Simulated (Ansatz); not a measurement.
Density of states of a Cd2InGa5Cu4Ag4 cell (elements on a bcc lattice, relaxed), per eV and atom, broadened by Gaussian smearing of width 0.1 eV and averaged over bins of 0.2 eV, from 8 eV under the Fermi level at most up to where the solved bands end.

Theory: DFT PBE, scalar-relativistic, plane waves, PAW (Ansatz 0.2.0).

Settings: cutoff 420 eV, Γ-centred mesh 5×5×5 on the computed 16-atom cell, Gaussian smearing of 0.02 eV; no spin polarisation.

```
CELL_PARAMETERS angstrom
6.39771 0.00001 0.00006
0.00093 6.43435 0.29624
0.00222 0.33147 6.76623
ATOMIC_POSITIONS crystal
Cu 0.05375 0.92950 0.44997
Cu 0.44762 0.92908 0.45114
Cu 0.75176 0.29052 0.73951
Cu 0.25066 0.77626 0.78336
Ga 0.99855 0.47090 0.96500
Ga 0.25145 0.25079 0.28376
Ga 0.50501 0.47031 0.96537
Ga 0.02431 0.54741 0.55951
Ga 0.47730 0.54657 0.56068
Ag 0.00665 0.04224 0.02800
Ag 0.49475 0.04193 0.02650
Ag 0.25164 0.68362 0.19224
Ag 0.24907 0.19512 0.69159
Cd 0.75064 0.72222 0.23226
Cd 0.75139 0.86087 0.74018
In 0.75041 0.23189 0.33854
```

```
E − E_F (eV) total Cu 3d Ag 4d Ga 4p Ga 4s
       -7.95  0.136  0.002  0.007  0.030  0.046
       -7.75  0.153  0.002  0.011  0.034  0.053
       -7.55  0.217  0.004  0.017  0.050  0.070
       -7.35  0.220  0.005  0.022  0.050  0.074
       -7.15  0.210  0.005  0.028  0.046  0.065
       -6.95  0.267  0.007  0.045  0.053  0.081
       -6.75  0.247  0.009  0.053  0.040  0.089
       -6.55  0.302  0.011  0.077  0.054  0.081
       -6.35  0.325  0.012  0.100  0.058  0.059
       -6.15  0.255  0.011  0.102  0.040  0.032
       -5.95  0.597  0.026  0.308  0.078  0.050
       -5.75  1.008  0.039  0.698  0.082  0.044
       -5.55  1.424  0.054  1.112  0.086  0.028
       -5.35  1.695  0.069  1.384  0.083  0.023
       -5.15  1.532  0.087  1.234  0.075  0.026
       -4.95  1.431  0.095  1.124  0.073  0.032
       -4.75  1.599  0.096  1.307  0.077  0.029
       -4.55  1.452  0.101  1.179  0.070  0.026
       -4.35  1.304  0.124  0.994  0.077  0.029
       -4.15  0.933  0.138  0.613  0.076  0.027
       -3.95  0.753  0.221  0.308  0.095  0.035
       -3.75  0.835  0.391  0.209  0.101  0.035
       -3.55  1.076  0.691  0.163  0.087  0.027
       -3.35  1.837  1.416  0.183  0.098  0.026
       -3.15  2.211  1.829  0.175  0.098  0.021
       -2.95  1.973  1.664  0.125  0.084  0.020
       -2.75  2.109  1.808  0.109  0.084  0.022
       -2.55  1.697  1.418  0.100  0.075  0.023
       -2.35  0.984  0.718  0.068  0.080  0.032
       -2.15  0.609  0.346  0.046  0.097  0.031
       -1.95  0.519  0.213  0.043  0.116  0.035
       -1.75  0.437  0.143  0.036  0.117  0.036
       -1.55  0.385  0.095  0.029  0.117  0.037
       -1.35  0.437  0.092  0.031  0.129  0.046
       -1.15  0.322  0.056  0.022  0.108  0.037
       -0.95  0.378  0.051  0.024  0.130  0.041
       -0.75  0.366  0.043  0.022  0.118  0.048
       -0.55  0.349  0.034  0.019  0.119  0.041
       -0.35  0.328  0.027  0.016  0.119  0.036
       -0.15  0.247  0.020  0.012  0.086  0.037
        0.05  0.276  0.018  0.012  0.104  0.028
        0.25  0.340  0.020  0.014  0.119  0.040
        0.45  0.303  0.016  0.012  0.109  0.042
        0.65  0.343  0.018  0.013  0.117  0.046
        0.85  0.285  0.014  0.010  0.099  0.038
        1.05  0.342  0.015  0.010  0.120  0.044
        1.25  0.320  0.012  0.010  0.114  0.040
        1.45  0.320  0.011  0.010  0.099  0.035
```

The columns after the total are the largest Löwdin projections on the valence shells of the potentials, so they needn't add up, and the weight of a shell that a potential lacks goes to other orbitals. The cell has no gap on the mesh.

The relaxation stopped before its thresholds.

The smearing is narrow for a metal on this mesh.

Cost: 2 runs of about 21 core-minutes in all (earlier runs that led there not counted), on Arm Neoverse V2 (shared hosts).